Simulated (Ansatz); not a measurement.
**Relaxing mercury (beta-Sn type)**

Method: Ansatz, DFT, r2SCAN, plane waves (500 eV) with PAW, scalar-relativistic. The PAW files were generated under PBE, with cores re-solved for the functional.

k-point mesh 12×12×8, Fermi-Dirac smearing 0.1 eV, no spin polarisation. Cell and atoms relax.

Starting structure:

```yaml
crystal:
  lattice:
    - [-2.80988, 2.80988, 1.53419]
    - [2.80988, -2.80988, 1.53419]
    - [2.80988, 2.80988, -1.53419]
  atoms:
    - { symbol: Hg, position: [0.00000, 0.00000, 0.00000] }
    - { symbol: Hg, position: [0.75000, 0.25000, 0.50000] }
```

Problem. What cell does the relaxation end in?

Solution. C2/c with a = 3.133 Å, b = 8.107 Å, c = 4.372 Å, β = 105.42°; 26.76 Å³ per atom against 24.23 at the start (10.5 %).

The cell has left the beta-Sn structure type; it ends in C2/c.

Problem. How much energy does the relaxation gain?

Solution. 29.6 meV per atom.

The k-point mesh keeps fewer symmetry operations than the starting structure has, so the cell can leave it.
